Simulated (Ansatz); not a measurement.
Space group P6/mmm (No. 191). a = 4.515 Å, b = 4.515 Å, c = 2.799 Å, α = 90.00°, β = 90.00°, γ = 120.00°
| atom | site | symmetry | x | y | z |
| --- | --- | --- | --- | --- | --- |
| Ti | 1a | 6/mmm | 0.0000 | 0.0000 | 0.0000 |
| Ti | 2d | -6m2 | 0.3333 | 0.6667 | 0.5000 |

Equation of state of this Ti structure (not necessarily the ground state), with shape and atoms relaxed at each volume where symmetry leaves them free. It has no gap at any of these volumes. These are results of Ansatz, DFT PBEsol, scalar-relativistic, plane waves, PAW, not measurements.

Settings: cutoff 420 eV, Γ-centred mesh 12×12×14 on the computed 3-atom cell, Gaussian smearing of 0.10 eV; no spin polarisation.

```
V (Å³/atom) E − E(largest V) (meV/atom) P (GPa)
     14.495                        53.84    19.10
     14.989                         4.05    13.31
     15.483                       -29.06     8.25
     15.978                       -47.58     3.84
     16.472                       -53.35    -0.01
     16.966                       -48.01    -3.37
     17.460                       -32.98    -6.30
     18.119                         0.00    -9.63
```

**Question.** Fit a third-order Birch–Murnaghan equation to E(V).

**Answer.** V0 = 16.47 Å³/atom, B0 = 120 GPa, B0' = 3.5.

This form isn't the element's structure at ambient conditions.

Cost: 8 runs of about 1.3 core-minutes in all, on AMD EPYC 9R45 (Zen 5) (shared hosts).